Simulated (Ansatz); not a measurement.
SrTiO₃:
```
SrTiO3
1.0
   -2.74391     2.74391     3.90462
    2.74391    -2.74391     3.90462
    2.74391     2.74391    -3.90462
Sr Ti O
2 2 6
Cartesian
  0.00000   2.74391   1.95231
  2.74391   0.00000   1.95231
  0.00000   0.00000   0.00000
  0.00000   0.00000   3.90462
 -1.23672   1.50719   3.90462
  3.98064   1.23672   0.00000
  1.23672   1.50719   0.00000
  1.50719   1.23672   3.90462
  0.00000   0.00000   5.85693
  0.00000   0.00000   1.95231
```

Relaxed with PBEsol. Independent-particle spectrum: no excitons, no local fields, no scissors shift; 0.1 eV broadening; ε₁ of the summed bands alone.

**Question.** Tabulate the dielectric function from the program Ansatz at the PBEsol level (PAW).

**Answer.** 

| E (eV) | ε₁ xx | ε₂ xx | ε₁ zz | ε₂ zz |
|---|---|---|---|---|
| 0.0 | 6.26 | 0.00 | 6.29 | 0.00 |
| 0.4 | 6.30 | 0.00 | 6.32 | 0.00 |
| 0.8 | 6.42 | 0.00 | 6.44 | 0.00 |
| 1.2 | 6.64 | 0.00 | 6.66 | 0.00 |
| 1.6 | 7.01 | 0.00 | 7.05 | 0.00 |
| 2.0 | 7.74 | 0.01 | 7.82 | 0.02 |
| 2.4 | 9.27 | 1.02 | 9.18 | 1.11 |
| 2.8 | 9.04 | 3.60 | 9.05 | 3.52 |
| 3.2 | 8.68 | 4.08 | 8.70 | 4.22 |
| 3.6 | 8.03 | 5.32 | 7.92 | 5.39 |
| 4.0 | 7.42 | 6.58 | 7.28 | 6.52 |
| 4.4 | 4.98 | 9.59 | 5.46 | 9.45 |
| 4.8 | 1.08 | 6.84 | 1.04 | 5.70 |
| 5.2 | 1.69 | 4.44 | 2.28 | 5.01 |
| 5.6 | 1.24 | 3.98 | 1.45 | 3.96 |
| 6.0 | 2.01 | 2.87 | 2.08 | 3.10 |
| 6.4 | 2.78 | 2.87 | 2.78 | 2.97 |
| 6.8 | 3.40 | 3.16 | 3.27 | 3.45 |
| 7.2 | 3.21 | 3.63 | 3.56 | 3.63 |
| 7.6 | 3.45 | 5.11 | 2.79 | 5.61 |
| 8.0 | 2.07 | 4.77 | 1.90 | 4.93 |
| 8.4 | 1.60 | 5.23 | 1.39 | 5.06 |
| 8.8 | 0.36 | 4.71 | 0.25 | 4.39 |
| 9.2 | 0.33 | 3.75 | 0.51 | 3.70 |
| 9.6 | 0.53 | 4.00 | 0.65 | 3.91 |
| 10.0 | -0.42 | 3.80 | -0.51 | 3.79 |
| 10.4 | -0.39 | 2.68 | -0.33 | 2.56 |
| 10.8 | 0.37 | 2.50 | 0.38 | 2.42 |
| 11.2 | 0.45 | 3.32 | 0.60 | 3.07 |
| 11.6 | -0.90 | 2.75 | -0.69 | 3.11 |
| 12.0 | -0.70 | 2.16 | -0.68 | 2.33 |

**Question.** From ε at 3.4 eV (xx: 8.31 + 4.76i), find n, k, the normal reflectivity and the absorption coefficient.

**Answer.** n = 2.99, k = 0.796, R = 28 %, α = 2kE/ħc = 270000 cm⁻¹.

With all bands, ε∞ without local fields is 6.47 (xx = yy), 6.49 (zz). DFPT, with local fields, gives 6.32 (xx = yy), 6.35 (zz).

Space group I4/mcm. The workflow started from a Materials Project entry (that database holds measured and hypothetical structures alike); the Crystallography Open Database files this formula in space group No. 140, but the cells were not matched. It is not the phase usual at ambient conditions (space group No. 221). The cell was relaxed with PBEsol under the symmetry of its start. At this level the phase is dynamically unstable (imaginary phonons). The run is not spin-polarised. Spin–orbit coupling is left out wherever it is not named.

Potentials: the earlier of the program's two PAW sets. The files were generated under PBE; for other functionals the program regenerates the frozen cores, and for LDA and PBEsol the local potential too.
